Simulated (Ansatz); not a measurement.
Ni:
```
CELL_PARAMETERS angstrom
      0.00000     1.73390     1.73390
      1.73390     0.00000     1.73390
      1.73390     1.73390     0.00000
ATOMIC_POSITIONS crystal
  Ni 0.00000 0.00000 0.00000
```
Starting moments (μB, in the order of the atoms Ni): 0.8.

Relaxed with r²SCAN+D4. Special points in fractions of this cell's reciprocal vectors: Γ (0.000, 0.000, 0.000); X (0.500, 0.000, 0.500); U (0.625, 0.250, 0.625); K (0.375, 0.375, 0.750); L (0.500, 0.500, 0.500); W (0.500, 0.250, 0.750).

**Question.** List the band energies nearest the Fermi level at these points for the program Ansatz at the r²SCAN+D4 level (PAW).

**Answer.** In eV from the Fermi level; about four levels below and three above (degenerate sets whole), none deeper than 8.9 eV; … stands for higher levels left out; points with the same levels are listed once.

```csv
k,below,above
Γ ↑,-3.11 -3.11 -3.11,…
X ↑,-5.01 -1.01 -1.01 -0.97,…
U ↑,-4.45 -2.73 -1.57 -1.28,…
L ↑,-3.04 -3.04 -1.09 -1.09,…
W ↑,-3.78 -3.78 -1.80 -1.00,…
Γ ↓,-1.74 -1.74 -1.74,…
X ↓,-4.98 -3.95 -0.14,0.59 0.59 …
U ↓,-4.14 -3.54 -1.67 -0.79,0.29 …
L ↓,-4.93 -2.09 -2.09 -0.83,…
W ↓,-3.97 -2.74 -2.74 -1.05,0.59 …
```

Space group Fm-3m (fcc (Cu type)). Symmetry was held in the r²SCAN+D4 relaxation. Magnetic state: ferromagnetic, chosen from 3 collinear starts compared on coarse meshes (ties went to the first, and starts can fall back to one state), not a proven ground state. Textbook magnetic order: ferromagnetic. Other orbital occupations within this spin state were not tried. For itinerant 3d metals, meta-GGAs of the SCAN family and hybrids are commonly reported to give too large moments. The pairwise dispersion correction was not fitted to metals.

Potentials: the later of the program's two PAW sets.
